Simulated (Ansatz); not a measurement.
CuI (zinc blende, space group No. 216), a = 5.9394 Å, b = 5.9394 Å, c = 5.9394 Å, α = 90.00°, β = 90.00°, γ = 90.00°; the cell used has 2 atoms.

Relaxed with PBEsol. 

Task: HSE06 on this cell (Ansatz, a first-principles code, PAW) gives a gap of 2.76 eV. What does PBEsol give?

Result: 1.17 eV.

Cost on shared cores: the PBEsol run (SCF on a 8×8×8 mesh, then bands and DOS) roughly 27 core-seconds, the HSE06 run (SCF on 6×6×6, then a few points) around 2.7 core-minutes (rough); the tasks are unlike.

Space group F-43m (zinc blende). The PBEsol relaxation kept the symmetry of its start. No spin polarisation was allowed. Spin–orbit coupling is left out wherever it is not named.

Potentials: the later of the program's two PAW sets.

Ansatz is a plane-wave DFT program.
